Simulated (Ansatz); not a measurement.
# MgTl: all-electron results

```yaml
crystal:
  lattice:
    - [3.63500, 0.00000, 0.00000]
    - [0.00000, 3.63500, 0.00000]
    - [0.00000, 0.00000, 3.63500]
  atoms:
    - { symbol: Mg, position: [0.00000, 0.00000, 0.00000] }
    - { symbol: Tl, position: [0.50000, 0.50000, 0.50000] }
```

Atoms are numbered in the order listed.

The cell is COD entry 1523145, as deposited and not checked against the literature; nothing was relaxed. It is an old determination, and later ones may differ.

No spin–orbit coupling, which matters for the heavy atoms here.

All numbers are computed: DFT, LDA, all-electron LAPW, scalar-relativistic (Ansatz 0.2.0); DFT, LDA, PAW with Ansatz's default frozen-core files, scalar-relativistic (Ansatz 0.2.0).

For LAPW: a Γ-centred 9×9×9 k mesh, Fermi–Dirac smearing of 0.05 eV, basis error target 0.5 meV/atom, no spin polarisation. PAW takes a cutoff of 420 eV at this cell (files made with PBE, cores remade for this functional). The Ansatz runs share mesh, smearing and spin set-up. Values come from LAPW unless marked.

```yaml
Pressure_at_this_cell: -2.41 GPa
Band_gap: "none: with an odd electron count and no spin polarisation the bands can't all be full, a metal in this set-up (spin order or a larger cell could open a gap)"
Density_of_states_at_the_Fermi_level_0.2_eV_bin: 0.72 states/eV per cell
Löwdin_charges_with_0.11_e_of_the_cell_spilling_out_of_the_atomic_basis_so_their_sizes_and_signs_hang_on_that_basis: Mg1 1.43, Tl2 -1.32 e
Bader_charges_from_the_PAW_run: Mg1 +1.23, Tl2 -1.23 e
Volume_per_atom: 24.02 Å³
```
